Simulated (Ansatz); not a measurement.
**Structure relaxation, TiAl3**

The start is a generated trial cell of TiAl3 in the AFLOW prototype AB3_oC8_65_a_bf (L1_3, as in CdPt3). Cell shape, volume and atoms are optimised at zero target pressure with PBEsol (plane waves to 420 eV, PAW, scalar-relativistic; Ansatz, a quantum-chemistry and plane-wave program). The first steps use a coarse 7×7×12 k-mesh.

Starting cell:
```
CELL_PARAMETERS angstrom
      2.84701    -3.85085     0.00000
      2.84701     3.85085     0.00000
      0.00000     0.00000     2.81004
ATOMIC_POSITIONS crystal
  Ti 0.00000 0.00000 0.00000
  Al 0.50000 0.50000 0.00000
  Al 0.00000 0.50000 0.50000
  Al 0.50000 0.00000 0.50000
```

- Initial pressure = +3.6 GPa (positive: the cell is compressed)
- Outcome = The space group stays Cmmm (No. 65) (the run could not lower it), with 4 atoms in the primitive cell
- Energy released = 0.04 eV/atom
- Shortest distances (start → end) = The closest pairs of elements (up to four, under 3.6 Å), start → end: Al–Ti 2.78 → 2.73 Å; Al–Al 2.78 → 2.73 Å; Ti–Ti 2.81 → 2.83 Å
- Band gap at the end = zero (metallic)
- Optimiser moves = 9

It ends as:

Space group Cmmm (No. 65); a = 5.4589 Å, b = 8.2233 Å, c = 2.8325 Å, α = 90.00°, β = 90.00°, γ = 90.00°

```csv
atom,site,symmetry,x,y,z
Ti,2a,mmm,0.0000,0.0000,0.0000
Al,2b,mmm,0.0000,0.5000,0.0000
Al,4f,..2/m,0.2500,0.2500,0.5000
```
(The calculation used a cell of 4 atoms; values per cell refer to that cell.)

Final values are on a 10×10×16 k-mesh of the relaxed cell. No spin polarisation in the result.

The run could not lose the symmetry of its start, so the end can be a saddle point.

All atoms sit on sites fixed by symmetry, so only the cell could relax.

The relaxed structure here is a generated cell of TiAl3: the first start was made by placing the elements on the sites of a structure type, and the end was not matched to a known phase here, so it may be hypothetical. Known forms of TiAl3 include space group No. 139.
